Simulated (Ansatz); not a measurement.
CeO$_{2}$ (fluorite, Fm-3m) under volume change, plane-wave PAW PBEsol (Ansatz code), scaled uniformly.

```
V (Å³/atom)  E − E(relaxed) (meV/atom)  P (GPa)
-----------  -------------------------  -------
11.932                            75.3    22.26
12.325                             [?]      [?]
12.718                             [?]      [?]
13.112                             0.0     0.00
13.505                             6.7    -5.31
13.898                            25.4    -9.81
14.292                            54.3   -13.62
```

**Question.** Fill in the missing entries.

**Answer.** 
- 12.325, E − E(relaxed) (meV/atom): 31.6
- 12.325, P (GPa): 13.60
- 12.718, E − E(relaxed) (meV/atom): 7.4
- 12.718, P (GPa): 6.25

**Question.** What does a third-order Birch–Murnaghan fit give for V₀, B₀ and B′?

**Answer.** V₀ = 13.11 Å³/atom, B₀ = 191 GPa, B′ = 4.4.

Symmetry was held in the PBEsol relaxation. No spin polarisation was allowed. The 4f shell is in the valence. No Hubbard U is applied. Spin–orbit coupling is left out wherever it is not named.

Potentials: the earlier of the program's two PAW sets. The files were generated under PBE; for other functionals the program regenerates the frozen cores, and for LDA and PBEsol the local potential too.
